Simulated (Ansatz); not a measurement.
**In$_{2}$Au: zone-centre modes under pressure**

In$_{2}$Au, Fm-3m, a = 6.468 Å. The structure is a COD entry; whether it is the stable form wasn't checked. Ansatz: LDA, PAW, 420 eV, Γ-centred 12×12×12 mesh on 3 atoms, Fermi-Dirac smearing 0.15 eV; no spin polarisation. Cell and atoms are relaxed at each pressure with the symmetry kept; optical modes at Γ by linear response, in cm⁻¹, matched by rank (the highest 2 distinct ones).

| P (GPa) | V (Å³/atom) | ω1 | ω2 |
| --- | --- | --- | --- |
| 0 | 22.553 | 120.3 | 126.2 |
| 2 | 22.017 | 126.6 | 133.9 |
| 6 | 21.157 | ? | ? |

Question: Get each mode's Grüneisen parameter γ = −d ln ω/d ln V from the other rows and predict the missing frequencies.

Answer: ln(V/V0) = 0.0000, -0.0241, -0.0639; a line through ln(ω/ω0) of the 2 known rows gives ω1: γ = 2.118, predicted 137.7, computed 137.6; ω2: γ = 2.457, predicted 147.7, computed 147.2. The worst miss is 0.3 %, or 2 % of the shift under pressure, so a constant γ serves at that level. In a metal these frequencies hang on the mesh and smearing.

Spin–orbit coupling is left out, which can shift energies with elements as heavy as these.